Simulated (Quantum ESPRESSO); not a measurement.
MgAlGaS4, finding a planted mistake in a log

Simulated, not a measurement. The program is pw.x of Quantum ESPRESSO 7.5 (plane-wave density functional theory). The cell is made up: 7 atoms on a zincblende/diamond lattice with one site empty, with randomly drawn elements, strain and displacements, not relaxed. PseudoDojo standard norm-conserving files (v0.5 for PBE, v0.4.1 for LDA and PBEsol) set the functional; there is no spin polarisation, spin-orbit coupling or dispersion term, and the masses in the input are unused placeholders.

Intended input:

```
&control calculation='scf', pseudo_dir='./dojo.nc.sr.pbe.v0_5.standard.upf', outdir='./o', disk_io='medium', tprnfor=.true., tstress=.true. /
&system ibrav=0, nat=7, ntyp=4, nbnd=31, ecutwfc=84.00895049, nosym=.true., tot_charge=0,
 occupations='smearing', smearing='fd', degauss=0.0018374661
/
&electrons conv_thr=7.350e-09, electron_maxstep=60, /
ATOMIC_SPECIES
Al 1.0 Al.upf
Ga 1.0 Ga.upf
Mg 1.0 Mg.upf
S 1.0 S.upf
CELL_PARAMETERS angstrom
5.438 0.0186 -0.0118
0.0186 5.4338 -0.0287
-0.0118 -0.0287 5.5429
ATOMIC_POSITIONS angstrom
Mg 0.0578 0.0627 0.0704
Al 0.04 2.7245 2.9049
Ga 2.6533 0.0048 2.6544
S 1.4373 1.299 1.3013
S 1.352 4.1354 4.1483
S 4.1362 1.2735 4.2403
S 4.1223 4.0596 1.2749
K_POINTS automatic
4 4 4 1 1 1
```

The log is shortened where brackets say so; the opening notice, blank lines, dates and the lines on written files are dropped, and the path of the files is cut. It prints rydbergs, bohrs and kilobars, and counts compression as positive stress. Where no state is partly filled, the Fermi energy that it prints is only some level between the filled and the empty states on the mesh, and need not lie in the true gap.

Log of the intended run:

```
     Program PWSCF v.7.5
     Parallel version (MPI & OpenMP), running on       1 processor cores
     Number of MPI processes:                 1
     Threads/MPI process:                     1
     [start-up lines left out]
     bravais-lattice index     =            0
     lattice parameter (alat)  =      10.2764  a.u.
     unit-cell volume          =    1105.2425 (a.u.)^3
     number of atoms/cell      =            7
     number of atomic types    =            4
     number of electrons       =        50.00
     number of Kohn-Sham states=           31
     kinetic-energy cutoff     =      84.0090  Ry
     charge density cutoff     =     336.0358  Ry
     scf convergence threshold =      7.3E-09
     mixing beta               =       0.7000
     number of iterations used =            8  plain     mixing
     Exchange-correlation= PBE
                           (   1   4   3   4   0   0   0)
     [axes and pseudopotential details left out]
   Cartesian axes
     site n.     atom                  positions (alat units)
         1        Mg     tau(   1) = (   0.0106288   0.0115299   0.0129458  )
         2        Al     tau(   2) = (   0.0073556   0.5010073   0.5341810  )
         3        Ga     tau(   3) = (   0.4879143   0.0008827   0.4881166  )
         4        S      tau(   4) = (   0.2643046   0.2388726   0.2392956  )
         5        S      tau(   5) = (   0.2486188   0.7604572   0.7628293  )
         6        S      tau(   6) = (   0.7606043   0.2341834   0.7797472  )
         7        S      tau(   7) = (   0.7580482   0.7465183   0.2344409  )
     number of k points=    32  Fermi-Dirac smearing, width (Ry)=  0.0018
                       cart. coord. in units 2pi/alat
        k(    1) = (   0.1248405   0.1253229   0.1235500), wk =   0.0625000
        k(    2) = (   0.1253683   0.1266166   0.3688286), wk =   0.0625000
     [further k points left out]
     Dense  grid:   114933 G-vectors     FFT dimensions: (  60,  60,  64)
     Estimated max dynamical RAM per process >     139.68 MB
     Initial potential from superposition of free atoms
     starting charge      49.9939, renormalised to      50.0000
     Starting wfcs are   34 randomized atomic wfcs
     total cpu time spent up to now is        7.9 secs
     per-process dynamical memory:    89.2 Mb
     Self-consistent Calculation
     iteration #  1     ecut=    84.01 Ry     beta= 0.70
     Davidson diagonalization with overlap
     ethr =  1.00E-02,  avg # of iterations =  4.1
     Threshold (ethr) on eigenvalues was too large:
     Diagonalizing with lowered threshold
     Davidson diagonalization with overlap
     ethr =  8.40E-04,  avg # of iterations =  1.1
     total cpu time spent up to now is       49.8 secs
     total energy              =    -364.70547565 Ry
     estimated scf accuracy    <       0.40964320 Ry
     iteration #  2     ecut=    84.01 Ry     beta= 0.70
     Davidson diagonalization with overlap
     ethr =  8.19E-04,  avg # of iterations =  2.0
     total cpu time spent up to now is       71.9 secs
     total energy              =    -364.79853010 Ry
     estimated scf accuracy    <       0.20348447 Ry
     [iterations 3 to 8 left out]
     iteration #  9     ecut=    84.01 Ry     beta= 0.70
     Davidson diagonalization with overlap
     ethr =  3.79E-10,  avg # of iterations =  2.0
     total cpu time spent up to now is      234.7 secs
     total energy              =    -364.84592563 Ry
     estimated scf accuracy    <       0.00000001 Ry
     iteration # 10     ecut=    84.01 Ry     beta= 0.70
     Davidson diagonalization with overlap
     ethr =  2.70E-11,  avg # of iterations =  3.0
     total cpu time spent up to now is      261.2 secs
     End of self-consistent calculation
     [lines on levels left out]
     the Fermi energy is     5.1628 ev
!    total energy              =    -364.84592563 Ry
     estimated scf accuracy    <          6.1E-09 Ry
     smearing contrib. (-TS)   =      -0.00000000 Ry
     internal energy E=F+TS    =    -364.84592563 Ry
     The total energy is F=E-TS. E is the sum of the following terms:
     one-electron contribution =    -226.36243735 Ry
     hartree contribution      =     131.93080412 Ry
     xc contribution           =     -85.04336425 Ry
     ewald contribution        =    -185.37092815 Ry
     convergence has been achieved in  10 iterations
     Forces acting on atoms (cartesian axes, Ry/au):
     atom    1 type  3   force =    -0.02196560   -0.03979788   -0.00423522
     atom    2 type  1   force =    -0.01971735   -0.00916694   -0.02845163
     atom    3 type  2   force =     0.03886297   -0.02351693    0.02521759
     atom    4 type  4   force =     0.02189719    0.08734008    0.06671592
     atom    5 type  4   force =     0.03332523   -0.03750615   -0.04169949
     atom    6 type  4   force =    -0.03736838    0.05705904   -0.08039397
     atom    7 type  4   force =    -0.01503405   -0.03441123    0.06284681
     Total force =     0.198384     Total SCF correction =     0.000180
     Computing stress (Cartesian axis) and pressure
          total   stress  (Ry/bohr**3)                   (kbar)     P=      -10.28
  -0.00006276  -0.00001790   0.00015517           -9.23       -2.63       22.83
  -0.00001790  -0.00005172   0.00001373           -2.63       -7.61        2.02
   0.00015517   0.00001373  -0.00009510           22.83        2.02      -13.99
     init_run     :      7.41s CPU      7.84s WALL (       1 calls)
     electrons    :    241.65s CPU    253.29s WALL (       1 calls)
     forces       :      3.95s CPU      4.03s WALL (       1 calls)
     stress       :     15.73s CPU     15.85s WALL (       1 calls)
     [timing details left out]
     PWSCF        :   4m28.95s CPU   4m41.46s WALL
     JOB DONE.
```

A second run was made from an input with one planted mistake. Its log:

```
     Program PWSCF v.7.5
     Parallel version (MPI & OpenMP), running on       1 processor cores
     Number of MPI processes:                 1
     Threads/MPI process:                     1
     [start-up lines left out]
     bravais-lattice index     =            0
     lattice parameter (alat)  =      10.2764  a.u.
     unit-cell volume          =    1105.2425 (a.u.)^3
     number of atoms/cell      =            7
     number of atomic types    =            4
     number of electrons       =        49.00
     number of Kohn-Sham states=           31
     kinetic-energy cutoff     =      84.0090  Ry
     charge density cutoff     =     336.0358  Ry
     scf convergence threshold =      7.3E-09
     mixing beta               =       0.7000
     number of iterations used =            8  plain     mixing
     Exchange-correlation= PBE
                           (   1   4   3   4   0   0   0)
     [axes and pseudopotential details left out]
   Cartesian axes
     site n.     atom                  positions (alat units)
         1        Mg     tau(   1) = (   0.0106288   0.0115299   0.0129458  )
         2        Al     tau(   2) = (   0.0073556   0.5010073   0.5341810  )
         3        Ga     tau(   3) = (   0.4879143   0.0008827   0.4881166  )
         4        S      tau(   4) = (   0.2643046   0.2388726   0.2392956  )
         5        S      tau(   5) = (   0.2486188   0.7604572   0.7628293  )
         6        S      tau(   6) = (   0.7606043   0.2341834   0.7797472  )
         7        S      tau(   7) = (   0.7580482   0.7465183   0.2344409  )
     number of k points=    32  Fermi-Dirac smearing, width (Ry)=  0.0018
                       cart. coord. in units 2pi/alat
        k(    1) = (   0.1248405   0.1253229   0.1235500), wk =   0.0625000
        k(    2) = (   0.1253683   0.1266166   0.3688286), wk =   0.0625000
     [further k points left out]
     Dense  grid:   114933 G-vectors     FFT dimensions: (  60,  60,  64)
     Estimated max dynamical RAM per process >     139.68 MB
     Initial potential from superposition of free atoms
     starting charge      49.9939, renormalised to      49.0000
     Starting wfcs are   34 randomized atomic wfcs
     total cpu time spent up to now is       12.4 secs
     per-process dynamical memory:    81.7 Mb
     Self-consistent Calculation
     iteration #  1     ecut=    84.01 Ry     beta= 0.70
     Davidson diagonalization with overlap
     ethr =  1.00E-02,  avg # of iterations =  4.0
     Threshold (ethr) on eigenvalues was too large:
     Diagonalizing with lowered threshold
     Davidson diagonalization with overlap
     ethr =  8.91E-04,  avg # of iterations =  1.0
     total cpu time spent up to now is       61.7 secs
     total energy              =    -364.96103265 Ry
     estimated scf accuracy    <       0.44584676 Ry
     iteration #  2     ecut=    84.01 Ry     beta= 0.70
     Davidson diagonalization with overlap
     ethr =  9.10E-04,  avg # of iterations =  3.0
     total cpu time spent up to now is       85.9 secs
     total energy              =    -364.97411660 Ry
     estimated scf accuracy    <       0.42717583 Ry
     [iterations 3 to 11 left out]
     iteration # 12     ecut=    84.01 Ry     beta= 0.70
     Davidson diagonalization with overlap
     ethr =  1.57E-09,  avg # of iterations =  2.2
     total cpu time spent up to now is      289.6 secs
     total energy              =    -365.09954395 Ry
     estimated scf accuracy    <       0.00000002 Ry
     iteration # 13     ecut=    84.01 Ry     beta= 0.70
     Davidson diagonalization with overlap
     ethr =  4.04E-11,  avg # of iterations =  4.0
     total cpu time spent up to now is      317.1 secs
     End of self-consistent calculation
     [lines on levels left out]
     the Fermi energy is     3.2708 ev
!    total energy              =    -365.09954396 Ry
     estimated scf accuracy    <          4.1E-09 Ry
     smearing contrib. (-TS)   =      -0.00137334 Ry
     internal energy E=F+TS    =    -365.09817063 Ry
     The total energy is F=E-TS. E is the sum of the following terms:
     one-electron contribution =    -227.07494482 Ry
     hartree contribution      =     131.60501159 Ry
     xc contribution           =     -84.25730925 Ry
     ewald contribution        =    -185.37092815 Ry
     convergence has been achieved in  13 iterations
     Forces acting on atoms (cartesian axes, Ry/au):
     atom    1 type  3   force =    -0.01709997   -0.03864791    0.00027713
     atom    2 type  1   force =    -0.01358894   -0.01214462   -0.03352264
     atom    3 type  2   force =     0.02758716   -0.02186575    0.02281525
     atom    4 type  4   force =     0.02378408    0.08754971    0.06872602
     atom    5 type  4   force =     0.03223729   -0.02995818   -0.04156233
     atom    6 type  4   force =    -0.03781767    0.04972476   -0.07969508
     atom    7 type  4   force =    -0.01510194   -0.03465802    0.06296164
     Total force =     0.193047     Total SCF correction =     0.000119
     Computing stress (Cartesian axis) and pressure
          total   stress  (Ry/bohr**3)                   (kbar)     P=     -101.02
  -0.00070317   0.00001819   0.00015922         -103.44        2.68       23.42
   0.00001819  -0.00069833  -0.00003505            2.68     -102.73       -5.16
   0.00015922  -0.00003505  -0.00065873           23.42       -5.16      -96.90
     init_run     :     11.27s CPU     12.14s WALL (       1 calls)
     electrons    :    288.18s CPU    304.75s WALL (       1 calls)
     forces       :      4.99s CPU      5.09s WALL (       1 calls)
     stress       :     17.48s CPU     17.59s WALL (       1 calls)
     [timing details left out]
     PWSCF        :   5m22.29s CPU   5m40.18s WALL
     JOB DONE.
```

Question: what was wrong in the second input?

Answer: the cell has the wrong charge. The input lines that differ, file-writing options aside:

```
- &system ibrav=0, nat=7, ntyp=4, nbnd=31, ecutwfc=84.00895049, nosym=.true., tot_charge=0,
+ &system ibrav=0, nat=7, ntyp=4, nbnd=31, ecutwfc=84.00895049, nosym=.true., tot_charge=1,
```

|  | intended run | run with the mistake |
| --- | --- | --- |
| free energy (eV) | -4963.982 | -4967.432 |
| smearing term -TS (eV) | 0.0000 | -0.0187 |
| pressure (GPa) | -1.03 | -10.10 |
| largest force component (eV/Å) | 2.246 | 2.251 |
| largest change of a force component (eV/Å) |  | 0.290 |
| iterations | 10 | 13 |

For scale, a rerun of the intended cell at 1437 eV and a 6 x 6 x 6 mesh moved values by no more than 0.002 eV in energy, 0.02 GPa in stress and 0.002 eV/Å in force. The charged cell sits in a uniform background, so its energy and stress rest on the program's zero of potential.